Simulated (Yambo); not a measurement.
Mg$_{2}$Si (space group Fm-3m, No. 225); a = b = c = 4.4828 Å, α = β = γ = 60.00°. With the G0W0 scissor the direct gap on the mesh is 2.42 eV.

Problem. Does this run resolve the lowest exciton, and if so, what are its energy and binding? (Yambo, PBE bands; 8×8×8 mesh, 3 valence and 7 conduction bands, static screening with 34 bands and a 4 Ry block, scissor 0.53 eV, Tamm-Dancoff.)

Solution. No. The lowest state covers only about 1 of the 512 k points, so the mesh doesn't resolve it: its energy and its distance from the direct gap are mesh artefacts. An extended exciton needs a far denser mesh. The scissor comes from a G0W0 run whose convergence isn't established. 

Geometry of the Materials Project entry, not relaxed at this level.
